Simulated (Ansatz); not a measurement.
## CaIrO$_{3}$ (Cmcm): electronic heat capacity from the density of states

Computed with Ansatz 0.2.0, DFT r2SCAN, scalar-relativistic, plane waves, PAW.

Plane waves to 500 eV, a k mesh through Γ of 12×12×6 on the computed 10-atom cell and Gaussian smearing (0.10 eV); collinear spin from starting moments 0 0 0.49 0.49 0.16 0.16 0 0 0 0 μB.

Relaxed cell: Cmcm, a = 3.171 Å, b = 9.774 Å, c = 7.298 Å, α = 90.00°, β = 90.00°, γ = 90.00°, 10 atoms in the primitive cell.

The density of states at the Fermi level is 2.792 states/eV in the cell of 10 atoms (2 formula units; both spins, tetrahedra on a 18×18×9 mesh). The run ends with a moment of 1.99 μB a cell (largest on a site 0.45 μB), and the figure is for this state; a paramagnetic sample can have a quite different one. Another magnetic order, if the compound takes it, can change N(E_F) and the shape of the cell a good deal, and may open a gap, where γ is close to zero.

Q: What Sommerfeld coefficient does this give?

A: Per formula unit N(E_F) = 1.396 states/eV. γ = (π²/3) k_B² N(E_F) N_A = 2.357 mJ/(mol K²) per state/eV, so γ = 3.3 mJ/(mol K²), a mole of formula units. This is the bare band result: a measured γ of the same phase and magnetic order is as a rule larger by a factor 1 + λ from phonons and spin fluctuations. N(E_F) at one energy is sensitive to the mesh where the density of states has sharp peaks.

The state reached may not be the lowest one. Spin-orbit coupling is left out, which matters for the bands of heavy elements.

Only this magnetic start was tried.

Cost: 1 run of about 8.4 core-minutes, on Intel Xeon 6975P-C (Granite Rapids) (shared hosts).